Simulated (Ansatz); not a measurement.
**Cu (sc type) under strong compression**

```
Cu
1.0
     2.35962    0.00000    0.00000
     0.00000    2.35962    0.00000
     0.00000    0.00000    2.35962
Cu
1
Direct
  0.00000 0.00000 0.00000
```

The cell comes from a relaxation on PAW files under the same functional, begun from a prototype that needn't be the stable phase.

Its volume is scaled at fixed shape and fractional positions.

Level of theory: DFT with PBEsol, scalar-relativistic, in Ansatz 0.2.0; a Γ-centred 18×18×18 k mesh, Fermi–Dirac smearing of 0.08 eV, no spin polarisation. LAPW: all electrons, basis error target 1 meV/atom; PAW: frozen-core files, cutoff 420 eV; crystal datasets: all electrons, by PAW datasets that the program makes for each cell; norm-conserving: pseudopotentials, cutoff 1252 eV; PAW (cutoff 250 eV): frozen-core files, cutoff 250 eV.

Energies are extrapolated to zero smearing and count from the unscaled cell; pressure is positive in compression; gaps take the mesh and a band path. No temperature or zero-point motion is included.

The PAW files were made under PBE. The structure type is held throughout; the real material can change phase at far lower pressure.

```
V/V0  V (Å³/atom)  P LAPW (GPa)  ΔE LAPW (eV/atom)  P PAW − LAPW (GPa)  ΔE PAW − LAPW (meV/atom)
1.00        13.14          0.06              0.000               -0.06                       0.0
0.88        11.56          21.8              0.095               -0.13                      -0.9
0.78        10.25          56.7              0.402               -0.19                      -2.2
0.68         8.93         122.6              1.108               -0.30                      -4.2
0.58         7.62             ?                  ?                   ?                         ?
0.50         6.57         457.9              4.847               -1.99                     -13.4
0.43         5.65         793.1              8.338              -12.80                     -47.2
```

(1) Fit the Vinet equation to the LAPW pressures shown (residuals weighted by 1/(|P| + 0.03·Pmax)), and predict the pressure of the withheld row.

(2) From the table, what is the rise of the enthalpy H = E + pV up to the last row, and how stiff is the crystal between the last two rows?

(3) At the smallest volume, how far do crystal datasets and norm-conserving and PAW (cutoff 250 eV) lie from LAPW in pressure?

(4) How do the Löwdin populations by LAPW change from the unscaled cell to the last row?

Answers

(1) The fit gives V0 = 13.16 Å³/atom, B0 = 117 GPa and B0′ = 5.48. At 7.62 Å³/atom, x = (V/V0)^(1/3) = 0.8336, and P = 3·B0·(1 − x)/x²·exp[1.5·(B0′ − 1)·(1 − x)] = 256.7 GPa. The run itself gave 253.4 GPa (+1.3 % off) and ΔE = 2.585 eV/atom.

(2) ΔH = 8.338 eV + (793.1 GPa × 5.65 Å³ − 0.06 GPa × 13.14 Å³) × 0.006242 eV/(GPa·Å³) = 36.30 eV/atom, of which pV makes 77 %. The mean bulk modulus there is −ΔP/Δln V = 2220 GPa.

(3) crystal datasets: 0.00 GPa; norm-conserving: +1.24 GPa; PAW (cutoff 250 eV): -61.13 GPa, on a LAPW pressure of 793.1 GPa.

(4) Cu 3s 1.99 → 1.95, Cu 3d 9.82 → 9.86 electrons an atom. These are projections on the shells that the free atoms fill; 0.15 e a cell lies outside them at the start and 0.18 e at the end.
